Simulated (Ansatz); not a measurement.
Consider a crystal of Sm2MgH in space group P4/mmm (No. 123), with Sm on 2g; Mg on 1c; H on 1b.

The calculation used DFT PBE, scalar-relativistic, plane waves, PAW, and for the lanthanide a 4f-in-core norm-conserving potential (Ansatz). Cutoff 690 eV, Γ-centred mesh, Gaussian smearing, no spin polarisation.

The zero of energy is the elements' standard structures at the same level (H₂ as a molecule); no fitted shifts are applied.

Question: Give the relaxed lattice parameters and positions.

Answer:

Space group P4/mmm (No. 123). a = 3.735 Å, b = 3.735 Å, c = 8.061 Å, α = 90.00°, β = 90.00°, γ = 90.00°
| atom | site | symmetry | x | y | z |
| --- | --- | --- | --- | --- | --- |
| Sm | 2g | 4mm | 0.0000 | 0.0000 | 0.7612 |
| Mg | 1c | 4/mmm | 0.5000 | 0.5000 | 0.0000 |
| H | 1b | 4/mmm | 0.0000 | 0.0000 | 0.5000 |

Around Sm lie 1 H at 2.11 Å, 4 Mg at 3.27 Å, 5 Sm at 3.73–3.85 Å and 1 Sm at 4.21 Å; around Mg lie 8 Sm at 3.27 Å and 4 Mg at 3.73 Å; around H lie 2 Sm at 2.11 Å. Another local minimum with the same sites may exist.

Question: And its energy and gap?

Answer: The energy over the elements is +0.09 eV/atom. The gap on the 12×12×6 mesh of the 4-atom cell is 0 eV (a metal). The separate elements lie lower, so it is unstable against them.

The last run used Gaussian smearing of 0.10 eV. With hydrogen, zero-point motion can shift formation energies by some tens of meV/atom. A structure relaxed within its symmetry needn't be a true minimum.

The lanthanide is trivalent by construction, without f bands, f moments or other valences. The reference runs of the other elements, and any phases without the lanthanide, used 420 eV, which shifts energies against them by under 10 meV/atom. The lanthanide's reference is the lowest of its hcp, dhcp and fcc cells.
